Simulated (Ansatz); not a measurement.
Na₃AsF₆ (Fm-3m), zone-centre modes

Method: DFT PBEsol, scalar-relativistic, plane waves, PAW in Ansatz 0.2.0. Cutoff 420 eV, Γ-centred 6×6×6 k-points, Gaussian smearing of 0.05 eV. No spin polarisation.

The undisturbed cell (relaxed at this level; it needn't be the usual structure):

```
Na As F
1.0
     0.00000    4.20091    4.20091
     4.20091    0.00000    4.20091
     4.20091    4.20091    0.00000
Na As F
3 1 6
Direct
  0.75000 0.75000 0.75000
  0.25000 0.25000 0.25000
  0.50000 0.50000 0.50000
  0.00000 0.00000 0.00000
  0.75858 0.24142 0.24142
  0.24142 0.24142 0.75858
  0.24142 0.75858 0.75858
  0.24142 0.75858 0.24142
  0.75858 0.24142 0.75858
  0.75858 0.75858 0.24142
```

Harmonic modes by finite displacements of 0.02 Å, without the LO–TO term.

Question: At this geometry, is the structure stable against these modes?

Answer: No: 9 modes are unstable, the strongest at 130i cm⁻¹.

Question: List the wavenumbers in cm⁻¹.

Answer: 130i, 130i, 130i, 118i, 118i, 118i, 100i, 100i, 100i, 0, 0, 0, 28, 28, 28, 151, 151, 151, 205, 205, 205, 281, 281, 281, 344, 344, 344, 379, 379, 519.

Cost: 1 run of about 2.8 core-minutes, on Arm Neoverse V1 (shared hosts).